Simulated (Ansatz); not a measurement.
Here is the system:

MgH$_{2}$:
```xyz
6
Lattice="4.4291 0.0000 0.0000 0.0000 4.4291 0.0000 0.0000 0.0000 2.9732" Properties=species:S:1:pos:R:3 pbc="T T T"
Mg     2.2146     2.2146     1.4866
Mg     0.0000     0.0000     0.0000
H      3.0809     3.0809     0.0000
H      1.3482     1.3482     0.0000
H      3.5627     0.8664     1.4866
H      0.8664     3.5627     1.4866
```

This is the LDA-relaxed structure. Tensor components refer to the Cartesian frame of this cell.

All from DFT-LDA in the program Ansatz with PAW potentials, unless another level is named. Estimate the smallest direct gap on the standard path.

4.37 eV.

And the valence-band maximum?

off the standard path, at k = (0.156, 0.156, -0.078).

And the weight of the conduction-edge state by species (Voronoi cells)?

H 66 %, Mg 34 %.

Space group P4_2/mnm (rutile). The cell was relaxed with LDA under the symmetry of its start; phonons on a q-mesh show no instability.

Potentials: the later of the program's two PAW sets.
